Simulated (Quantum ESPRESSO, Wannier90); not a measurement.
Wannier functions of TlCl (CsCl type)

```
begin unit_cell_cart
ang
    3.8374700000    0.0000000000    0.0000000000
    0.0000000000    3.8374700000    0.0000000000
    0.0000000000    0.0000000000    3.8374700000
end unit_cell_cart
begin atoms_frac
Tl   0.0000000000  0.0000000000  0.0000000000
Cl   0.5000000000  0.5000000000  0.5000000000
end atoms_frac
```

Cell from Materials Project (mp-23167), symmetrised, no further relaxation. COD (Crystallography Open Database) has an entry of this formula and space group (matched by these alone). Level: LDA, no spin polarisation, no spin-orbit coupling; pw.x of Quantum ESPRESSO at 50 Ry with PseudoDojo potentials, 8×8×8 k-points, Wannier90. Density: 8×8×8 mesh, cold smearing 0.01 Ry. Spin-orbit coupling is left out although heavy elements are present.

A tight-binding model is made by disentanglement and projection with no localisation steps (num_iter = 0), so the 8 orbitals stay atom-like: hydrogen-like Tl: s;p; Cl: s;p, axes along x, y, z; frozen window up to 3.38 eV relative to the valence-band maximum. It follows pw.x to 2.7 meV rms for states up to 2.9 eV relative to the valence-band maximum. Matrix elements depend on this choice of orbitals and windows. Bands 2–6 (Tl 5d 99 %) lie between the kept ones and are excluded.

Problem. What are the on-site energies relative to the valence-band maximum, and how fast do the hoppings decay?

Solution. 
| atom | orbitals | energy (eV) |
|---|---|---|
| Tl1 | s | -3.44 |
| Tl1 | pz px py | 4.71 |
| Cl2 | s | -13.28 |
| Cl2 | pz px py | -1.43 |

```csv
distance of the centres (Å),largest modulus (eV)
3–4,1.1
5–6,0.037
6–7,0.082
7–8,0.11
8–9,0.0036
9–10,0.011
10–11,0.0031
11–12,0.0097
12–13,0.0032
```
